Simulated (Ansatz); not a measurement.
Mn3SiN in space group R-3m (No. 166; Si on 3a, N on 3b, Mn on 9e), the program Ansatz at the r²SCAN level (PAW), all energies at zero smearing, with the estimated change up to a 700 eV cutoff added, with one set of potentials and settings (totals compare only within such a set). Cell of 10 atoms (2 Si, 2 N, 6 Mn): -25475.303 eV.

| element | reference phase | E (eV/atom) |
|---|---|---|
| Si | Fd-3m, 2 atoms in the cell | -639.0667 |
| N | Pa-3, 8 atoms in the cell | -384.8315 |
| Mn | Cmcm, 4 atoms in the cell, spin-polarised | -3904.0010 |

Formation energy per atom, worked out: (-25475.303 − 2×(-639.0667) − 2×(-384.8315) − 6×(-3904.0010))/10 = -0.350 eV/atom (-34 kJ per mol of atoms), at 0 K, without zero-point energy or fitted corrections.

The start of the workflow was typed in or built on a structure type; neither database checked (COD, Materials Project) lists it. Its standing as an ambient phase is unchecked. The r²SCAN relaxation kept the symmetry of its start, as lowered by the spin order; its stability against distortions is not shown here. The final state is antiferromagnetic, chosen from 4 collinear starts compared on coarse meshes (ties went to the first, and starts can fall back to one state), not a proven ground state. Other orbital occupations within this spin state were not tried. No Hubbard U is applied. The references are the lowest solids computed at this level, not always the standard phases (solids in place of the gases). The manganese reference at this level is a Cmcm phase, not α-Mn.

Potentials: the later of the program's two PAW sets.
